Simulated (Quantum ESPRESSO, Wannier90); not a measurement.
# TePb$_{2}$S (R-3m): Wannier90 run

```xyz
4
Lattice="-2.2220 3.8486 0.0000 -4.4440 0.0000 0.0000 -2.2220 1.2829 7.2599" Properties=species:S:1:pos:R:3 pbc="T T T"
Te    -4.4440     2.5657     3.6299
Pb    -2.2220     1.2829     1.6345
Pb     2.2220    -1.2829    -1.6345
S      0.0000     0.0000     0.0000
```

Structure: Materials Project mp-1217283, symmetrised, not relaxed again. Not found in the COD (Crystallography Open Database) copy used; not checked further. Computed values, not measurements, from PBEsol: Quantum ESPRESSO (norm-conserving PseudoDojo potentials, cutoff 64 Ry, spinors with spin-orbit coupling) on a Γ-centred 4×4×4 mesh, then Wannier90. Density: 8×8×8 mesh, cold smearing 0.01 Ry. With spin-orbit coupling a semilocal functional can close or falsely invert a small gap; the band order was not checked against a better method.

Bands 33-34 form an isolated set from -11.40 to -10.18 eV relative to the Fermi level (on the path) and are turned into 2 Wannier functions by minimising the spread from the start: atomic waves Te 5s.

Question: Where do the functions sit, how wide are they and what are they made of?

Answer: 
| functions | spread (Å²) | nearest atom, distance (Å) | second atom, distance (Å) | weight on atomic waves |
|---|---|---|---|---|
| 2 | 3.23 | Te 0.00 | Pb 3.25 | Te 5s 73 %, Pb 6p 13 %, Pb 6s 8 % |

Ω_I = 6.46 Å², Ω_total = 6.46 Å²; the interpolated bands follow pw.x to 12 meV rms on the path. Only this start was tried; a symmetric start can stop on a saddle, and mixtures of these functions could lower the total by at most Ω_total − Ω_I.
